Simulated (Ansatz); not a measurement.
Ge$_{2}$Sb$_{2}$Te$_{5}$:
```xyz
9
Lattice="4.2484 0.0000 0.0000 -2.1242 3.6792 0.0000 0.0000 0.0000 17.3475" Properties=species:S:1:pos:R:3 pbc="T T T"
Ge     0.0000     2.4528    15.6351
Ge     2.1242     1.2264     1.7124
Sb     0.0000     0.0000    11.9428
Sb     0.0000     0.0000     5.4047
Te     0.0000     0.0000     0.0000
Te     2.1242     1.2264    13.9654
Te     0.0000     2.4528     3.3821
Te     0.0000     2.4528    10.2398
Te     2.1242     1.2264     7.1078
```

Relaxed with r²SCAN+D4.

Map the electron localisation function on the plane through (0.333, 0.667, 0.901) spanned by u = [0, 0, 1] and v = [1, -1, 0] in lattice vectors, from the program Ansatz at the r²SCAN+D4 level (PAW).

x is the fraction of u, y of v (the angle between them is 90°; rows are the nearest grid lines); atoms in the plane: Ge at (0.00, 0.00), Ge at (0.20, 0.33), Sb at (0.79, 0.67), Sb at (0.41, 0.67), Te at (0.10, 0.67), Te at (0.90, 0.33), Te at (0.29, 0.00), Te at (0.69, 0.00), Te at (0.51, 0.33).
```
|@:=-    -+-  .=+.      **:  .==.    -=:@|
|:-=:    :+-. :++.      +*-  :==.    :=-:|
|-==:..  .+=:.-+=.      =*=:.-+-.    :==-|
|====+=:  -+==++-::.    :**+=++=-.   .-==|
|-==+++=. :++++=---:.   .+**+*+=--.   .--|
|.=+=-=+-  :---==---:    .-===---=-.    .|
|:+=. :=+.    :=-..--      .:-:..-=.    :|
|:+=  .=+:    :=:  :-       .-:  :=:    :|
|:+-   =+:    :=:  :-       .-:  :=:    :|
|:+=. .=+.    :=:  :-       .-:  -=:    :|
|.=+-:=+=.    .=-::-=-:     .--:-==:::. .|
| :+++++--:.   :=-=++**-     :---==+++=. |
| .=+++===-:   .--=+*+*+.    .:---=++++: |
|. .::-====-.    .=+=-+*-      ..=+=--+=.|
|:    -=::-=:    .==: =*+       .+=.  -+:|
|:    -=:*:=:    .==. -*+       :+=.  -+:|
|:    -=:::=:    .==. -*+       .+=.  -+:|
|:    :=-:-=:    .==:.=*=       .+=: .=+:|
|.    .-====-=-.  :+==+*. :==-.  -+=-=+=.|
|--.   .--=++++=. .-+*+: -*+++-. .=++++=-|
|==-.   .:=*+=++:  :=+= .+*+=+=.  :=+====|
|-==:    :+=:.-+=.  ..  =*=::-+-   ..:==-|
|:-=:    :+-. :=+.      +*-  :==.    :=-:|
|@:=-    -+-  .=+.      **:  .==.    -=:@|
```
Scale: ten equal steps from 0.008 (start of ' ') to 1.09 (end of '@'), in the order ' .:-=+*#%@'; x runs from 0.000 to 1.00, y from 0.000 (bottom) to 1.00 (top).

The density is the valence pseudo-density with augmentation charge, so density and ELF within about 1 Å of a nucleus are not all-electron values.

Space group P-3m1. Symmetry was held in the r²SCAN+D4 relaxation. At this level the phase is dynamically unstable (imaginary phonons). Spin–orbit coupling is left out wherever it is not named.

Potentials: the earlier of the program's two PAW sets. The files were generated under PBE; for other functionals the program regenerates the frozen cores, and for LDA and PBEsol the local potential too.
